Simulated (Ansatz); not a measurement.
**CaAu₅: course of a relaxation**

Computed with DFT r2SCAN, scalar-relativistic, plane waves, PAW in Ansatz. (500 eV cutoff, 8×8×8 k-mesh, Gaussian smearing of 0.10 eV, no spin polarisation)

What was changed: relaxed at 25 GPa.

Spin–orbit coupling is left out, which can shift energies with elements as heavy as these.

Other phases may be more stable at this pressure.

Command:

```bash
ansatz run input.yaml --threads 1 --pin off --max-ram 2560MiB --backend cpu --events-out ev --progress --plain --runs-dir out
```

Input:

```yaml
crystal:
  lattice:
    - [0.0, 3.6994026363, 3.6994026363]
    - [3.6994026363, 0.0, 3.6994026363]
    - [3.6994026363, 3.6994026363, 0.0]
  atoms:
    - { symbol: Ca, position: [0.0, 0.0, 0.0] }
    - { symbol: Au, position: [0.75, 0.75, 0.75] }
    - { symbol: Au, position: [0.3752635601, 0.8742093196, 0.3752635601] }
    - { symbol: Au, position: [0.3752635601, 0.3752635601, 0.8742093196] }
    - { symbol: Au, position: [0.3752635601, 0.3752635601, 0.3752635601] }
    - { symbol: Au, position: [0.8742093196, 0.3752635601, 0.3752635601] }
basis:
  ecutwfc: 500
kpoints:
  mp_grid: { grid: [8, 8, 8] }
hamiltonian:
  xc: r2scan
scf:
  occupations: { method: gaussian, width: 0.1 }
output:
  forces: true
  stress: true
  eigenvalues: true
  write_density: true
  write_potential: true
  elf: true
  volumetric_format: npy
relax:
  adjacent_minimum: "off"
  f_tol: 0.008
  max_steps: 50
  cell: { stress_tol: 0.08, p_target: 25.0 }
```

F is the free energy. Steps run on the plane waves of an earlier cell, but the last one, and at times one on the way, on a freshly chosen basis, so a repeated geometry can differ a little in energy. The relaxation lowers the enthalpy F + PV at the target pressure, so F itself can rise.

At step 2 F + PV rises: a step can overshoot before the optimiser corrects it.

Steps:

```csv
step,F − F(1) (eV),largest force component (eV/Å),V (Å³/atom),P (GPa)
1,0.0000,0.016,16.876,27.07
2,-0.3817,0.014,17.300,21.28
3,-0.1450,0.001,17.025,24.94
4,-0.1454,0.001,17.025,24.94
```

Relaxed structure:

```xyz
6
Lattice="0.0000 3.7103 3.7103 3.7103 0.0000 3.7103 3.7103 3.7103 0.0000" Properties=species:S:1:pos:R:3 pbc="T T T"
Ca    0.0000    0.0000    0.0000
Au    5.5654    5.5654    5.5654
Au    4.6361    2.7845    4.6361
Au    4.6361    4.6361    2.7845
Au    2.7845    2.7845    2.7845
Au    2.7845    4.6361    4.6361
```

The structure is cubic, space group F-43m (No. 216). Conventional cell: a = 7.421 Å, b = 7.421 Å, c = 7.421 Å, α = 90.00°, β = 90.00°, γ = 90.00°. Around Ca (site symmetry -43m) lie 16 Au at 3.08 to 3.21 Å. Au (site symmetry -43m) has 12 Au at 3.08 Å and 4 Ca at 3.21 Å as nearest neighbours. Au (site symmetry 3m) has 6 Au at 2.62 to 2.63 Å as nearest neighbours.

The run converged. The run took 95 s on 1 thread of Intel(R) Xeon(R) Platinum 8488C (Sapphire Rapids), on a shared host, peak memory 0.74 GiB.